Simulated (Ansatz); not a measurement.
The relaxed structure here is a generated cell of Hf3N4: the first start was made by placing the elements on the sites of a structure type, and the end was not matched to a known phase here, so it may be hypothetical.

One stationary structure of Hf₃N₄. The numbers are results of r2SCAN (plane waves to 500 eV, PAW, scalar-relativistic; Ansatz, an electronic-structure program), not measurements.

```xyz
14
Lattice="8.7047 0.0000 0.0000 -4.3524 7.5385 0.0000 0.0000 0.0000 3.5496" Properties=species:S:1:pos:R:3 pbc="T T T"
Hf     4.7865     4.4828     2.6622
Hf     5.8413     1.1519     2.6622
Hf     2.4293     1.9038     2.6622
Hf    -0.4341     3.0557     0.8874
Hf    -1.4890     6.3866     0.8874
Hf     1.9231     5.6347     0.8874
N      2.8715     5.1767     2.6622
N     -1.3049     2.4633     2.6622
N     -1.5666     7.4370     2.6622
N      1.4808     2.3618     0.8874
N      5.6573     5.0752     0.8874
N      5.9189     0.1015     0.8874
N      4.3524     2.5128     2.6622
N      0.0000     5.0257     0.8874
```

Q: Determine the symmetry and give the standard cell with its independent sites.

A: Space group P6₃/m (No. 176); a = 8.7047 Å, b = 8.7047 Å, c = 3.5496 Å, α = 90.00°, β = 90.00°, γ = 120.00°

```tsv
atom	site	symmetry	x	y	z
Hf	6h	m..	0.1528	0.4053	0.2500
N	6h	m..	0.3268	0.3133	0.2500
N	2c	-6..	0.3333	0.6667	0.2500
```

Q: Give the shortest distances between elements (the closest pairs, up to four, under 3.6 Å).

A: Hf–N 2.02 Å; N–N 3.05 Å; Hf–Hf 3.49 Å.

The volume per atom comes out as 16.64 Å³, the band gap is 2.89 eV, indirect (valence top at Γ, conduction bottom at k = (0.25, 0.25, 0.375)) (no spin-orbit coupling) and the smallest direct gap is 3.30 eV at k = (0.25, 0.25, 0.375).

No spin polarisation in the result.

The run could not lose the symmetry of its start, so the end can be a saddle point.
